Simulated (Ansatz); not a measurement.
In2Au:
```
CELL_PARAMETERS angstrom
      0.00000     4.21045     4.21045
      4.21045     0.00000     4.21045
      4.21045     4.21045     0.00000
ATOMIC_POSITIONS crystal
  In 0.62500 0.62500 0.62500
  In 0.12500 0.62500 0.62500
  In 0.62500 0.12500 0.62500
  In 0.62500 0.62500 0.12500
  Au 0.25000 0.25000 0.25000
  Au 0.00000 0.00000 0.00000
```

Relaxed with r²SCAN. Special points in fractions of this cell's reciprocal vectors: Γ (0.000, 0.000, 0.000); X (0.500, 0.000, 0.500); U (0.625, 0.250, 0.625); K (0.375, 0.375, 0.750); L (0.500, 0.500, 0.500); W (0.500, 0.250, 0.750).

Task: List the band energies nearest the Fermi level at these points for DFT-r²SCAN with spin–orbit coupling in the program Ansatz with PAW potentials.

Result: In eV from the Fermi level; about four levels below and three above (degenerate sets whole), none deeper than 8.9 eV; points with the same levels are listed once.

```tsv
k	below	above
Γ	-0.86 -0.86 -0.86 -0.86 -0.60 -0.60	0.47 0.47 1.89 1.89 1.89 1.89
X	-2.27 -2.27 -2.27 -2.27	1.98 1.98 1.98 1.98
U	-2.28 -2.28 -0.98 -0.98	0.48 0.48 0.87 0.87
L	-1.08 -1.08 -0.76 -0.76	1.08 1.08 2.71 2.71
W	-0.73 -0.73 -0.67 -0.67	2.83 2.83 3.14 3.14
```

Space group Fd-3m (cubic Laves (MgCu2 type)). The cell is a constructed one: a structure type filled with these elements; neither database checked (COD, Materials Project) lists it. COD files the formula under space group No. 225, so this cell is another polymorph or a model. Its standing as an ambient phase is unchecked. The r²SCAN relaxation kept the symmetry of its start; whether a distortion lowers the energy is not shown.

Potentials: the earlier of the program's two PAW sets.
